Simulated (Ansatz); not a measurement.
Consider the following.

BeS:
```xyz
4
Lattice="3.4339 0.0000 0.0000 -1.7169 2.9738 0.0000 0.0000 0.0000 5.6609" Properties=species:S:1:pos:R:3 pbc="T T T"
Be     0.0000     1.9825     5.6580
S      1.7169     0.9913     0.7106
Be     1.7169     0.9913     2.8275
S      0.0000     1.9825     3.5411
```

This is the r²SCAN-relaxed structure. Tensor components refer to the Cartesian frame of this cell.

**Question.** All from the program Ansatz at the r²SCAN level (PAW), unless another level is named. Estimate the HSE06 gap on the r²SCAN cell.

**Answer.** 4.65 eV.

**Question.** What about the hole effective mass, band 1 of 2 at the edge?

**Answer.** 1.5 along x, 1.3 along z (mₑ).

**Question.** Predict the weight of the valence-edge state by species (Voronoi cells).

**Answer.** S 82 %, Be 18 %.

Space group P6_3mc (wurtzite). The start of the workflow was typed in or built on a structure type; neither database checked (COD, Materials Project) lists it. COD files the formula under space group No. 216, so this cell is another polymorph or a model. Its standing as an ambient phase is unchecked. The r²SCAN relaxation kept the symmetry of its start; whether a distortion lowers the energy is not shown.

Potentials: the earlier of the program's two PAW sets.
